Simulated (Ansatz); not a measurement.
The cell below belongs to a search over invented structures; it isn't taken from experiment.

Input and command of a plane-wave DFT calculation in Ansatz:

```yaml
crystal:
  lattice:
    - [3.9860065231, 0.0, 0.0]
    - [0.0, 6.6200633169, 0.0]
    - [0.0, 0.0, 6.3969841708]
  atoms:
    - { symbol: Si, position: [0.0, 0.8175127299, 0.0772579464] }
    - { symbol: Si, position: [0.5, 0.6824872701, 0.9227420536] }
    - { symbol: Si, position: [0.5, 0.3175127299, 0.9227420536] }
    - { symbol: Si, position: [0.0, 0.1824872701, 0.0772579464] }
    - { symbol: F, position: [0.0, 0.744420892, 0.3199538616] }
    - { symbol: F, position: [0.5, 0.755579108, 0.6800461384] }
    - { symbol: F, position: [0.5, 0.244420892, 0.6800461384] }
    - { symbol: F, position: [0.0, 0.255579108, 0.3199538616] }
basis:
  ecutwfc: 420
kpoints:
  mp_grid: { grid: [10, 6, 6] }
hamiltonian:
  xc: pbe
scf:
  occupations: { method: gaussian, width: 0.02 }
output:
  forces: true
  stress: true
  eigenvalues: true
relax:
  adjacent_minimum: "off"
  f_tol: 0.01
  max_steps: 80
  cell: { stress_tol: 0.05 }
```

```bash
ansatz run input.yaml --threads 1 --pin off --max-ram 2560MiB --backend cpu --events-out ev --progress --plain --runs-dir out
```

Processor: Intel(R) Xeon(R) 6975P-C (Granite Rapids), 1 thread, on a host shared with other jobs.

Task: How long does it run, and how much memory does it take?

Result: About 2.7 min, peak memory 0.69 GiB. It solves 30 bands at 96 k points (after reduction by symmetry) with about 3409 plane waves (on the last cell), in 63 SCF iterations over 10 ionic steps.
